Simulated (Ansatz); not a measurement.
## How K (Fm-3m) stiffens under pressure

```xyz
1
Lattice="0.0000 3.1813 3.1813 3.1813 0.0000 3.1813 3.1813 3.1813 0.0000" Properties=species:S:1:pos:R:3 pbc="T T T"
K     0.0000    0.0000    0.0000
```

This is the zero-pressure cell. At each pressure cell and atoms are relaxed in this structure, and the constants are slopes of the stress at strains of ±0.005 with relaxed ions (the coefficients that govern stability under load). Level: LDA, PAW on Ansatz 0.2.0's default frozen-core files (fitted under PBE), scalar-relativistic; k mesh 18×18×18, strains of ±0.005, Fermi-Dirac smearing of 0.100 eV, cutoff 420 eV. P is the pressure of the relaxed cell, less that of this one.

```csv
P (GPa),V/V₀,C11 (GPa),C12 (GPa),C44 (GPa)
0.00,1.0000,5.0,4.1,3.0
0.97,0.8503,8.5,7.5,4.2
1.98,0.7633,11.8,10.7,5.1
3.99,0.6597,17.6,16.3,6.5
6.97,0.5694,24.8,23.3,7.9
10.04,?,?,?,?
14.97,0.4353,40.9,34.9,9.0
```

**Question.** Does the bulk modulus from the constants agree with the pressure-volume curve?

**Answer.** A third-order Birch-Murnaghan fit to the volumes shown (F against f, f = [(V₀/V)^(2/3) − 1]/2) gives B₀ = 4.6 GPa and B′ = 3.5. Its −V dP/dV stands beside (C11 + 2C12)/3:

| P (GPa) | from P(V) | from the constants |
| --- | --- | --- |
| 0.00 | 4.6 | 4.4 |
| 0.97 | 7.8 | 7.8 |
| 1.98 | 10.8 | 11.0 |
| 3.99 | 16.1 | 16.8 |
| 6.97 | 23.1 | 23.8 |
| 14.97 | 41.4 | 36.9 |

**Question.** What are the pressure derivatives at zero pressure?

**Answer.** Slopes at V₀ of quadratic fits in −ln(V/V₀) through the first four rows shown, divided by B₀: dC11/dP = 3.4, dC12/dP = 3.3, dC44/dP = 1.5. The mean slopes up to 2.0 GPa are 3.4, 3.3, 1.1; curvature and scatter of the constants part the two. The combination (dC11/dP + 2 dC12/dP)/3 = 3.3 stands against B′.

**Question.** Fill the row at 10.04 GPa.

**Answer.** Cubic fits in −ln(V/V₀) through all rows shown give C11 = 31.6, C12 = 28.7, C44 = 8.6 GPa. Computed: V/V₀ = 0.5068, C11 (GPa) = 30.3, C12 (GPa) = 28.1, C44 (GPa) = 8.5.

**Question.** Does a shear stiffness soften?

**Answer.** C44 goes from 3.0 to 9.0 GPa; (C11 − C12)/2 goes from 0.4 to 3.0 GPa. Neither ends more than 3 % under its start, and the lattice stays mechanically stable over this range.

Limits of these numbers: the structure is a database entry and needn't be the stable phase; no other phase was computed; many crystals of this kind change structure within this range, and rows or crossings beyond such a change describe a metastable lattice; frozen-core PAW files fitted under PBE, their cores solved anew for the functional of the run; responses of metals move with mesh and smearing; phonons weren't checked at these pressures.
